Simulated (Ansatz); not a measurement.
A: SiC (zinc blende), a = b = c = 4.357 Å, α = β = γ = 90.00°
B: CdTe (zinc blende), a = 6.558 Å, b = 6.558 Å, c = 6.558 Å, α = 90.00°, β = 90.00°, γ = 90.00°
C: GaSb (zinc blende), a = b = c = 6.1335 Å, α = β = γ = 90.00°

Scan: energy over volume and axial ratio (atoms clamped). All come from one method, each on a k mesh of its own. All were relaxed with their symmetry unable to fall. Spin-orbit coupling is left out. The PAW data are Ansatz's earlier set.

Problem. Order them by shear modulus C′ = (C11 − C12)/2 (fitted) (lowest first) at the level r2SCAN (plane waves to 500 eV, PAW, scalar-relativistic; Ansatz, a quantum-chemistry and plane-wave program).

Solution. B (8 GPa), C (25 GPa), A (140 GPa)

(Under strain, the slope of the energy per volume gives the stress and its curvature an elastic modulus.)
